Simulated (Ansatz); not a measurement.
Data:

Relaxed GaAs (zinc blende):

```yaml
crystal:
  lattice:
    - [0.00000, 5.74558, 5.74558]
    - [2.87279, 0.00000, 2.87279]
    - [2.87279, 2.87279, 0.00000]
  atoms:
    - { symbol: As, position: [0.37500, 0.75000, 0.75000] }
    - { symbol: As, position: [0.87500, 0.75000, 0.75000] }
    - { symbol: Ga, position: [0.00000, 0.00000, 0.00000] }
    - { symbol: Ga, position: [0.50000, 0.00000, 0.00000] }
```

A phonon eigenvector at L = (0.5, 0.0, 0.0) is frozen into this cell: atom i moves by Q times the vector below, so Q is the largest atomic displacement, in Å. The cell is held. It is one choice among 2 degenerate patterns. (q is in reciprocal vectors of the primitive cell; the cell shown is doubled to hold the pattern.)

```json
[
 {"atom": "As1", "x": "-0.267", "y": "0.486", "z": "-0.753"},
 {"atom": "As2", "x": "0.267", "y": "-0.486", "z": "0.753"},
 {"atom": "Ga3", "x": "0.285", "y": "-0.520", "z": "0.805"},
 {"atom": "Ga4", "x": "-0.285", "y": "0.520", "z": "-0.805"}
]
```

Computed with PBE (plane waves to 420 eV, PAW, scalar-relativistic; Ansatz, a first-principles code). k mesh 5×10×10 (Γ-centred), Fermi-Dirac smearing 0.05 eV. E stands for the smeared free energy. GaAs was relaxed with its symmetry unable to fall. ΔE is measured from the undisplaced structure.

The scan covers Q from -0.180 to 0.180 Å in 13 points.

**Question.** Which space group does the distorted structure have?

**Answer.** P1 (No. 1), lowered from F-43m.

**Question.** What is the energy change at Q = 0.180 Å?

**Answer.** 59.0 meV/cell.

**Question.** What harmonic wavenumber does the curvature at Q = 0 give?

**Answer.** 60 cm⁻¹.

(For displaced atoms, the force is minus the slope of the energy, and its curvature is a force constant, which sets phonon frequencies.)
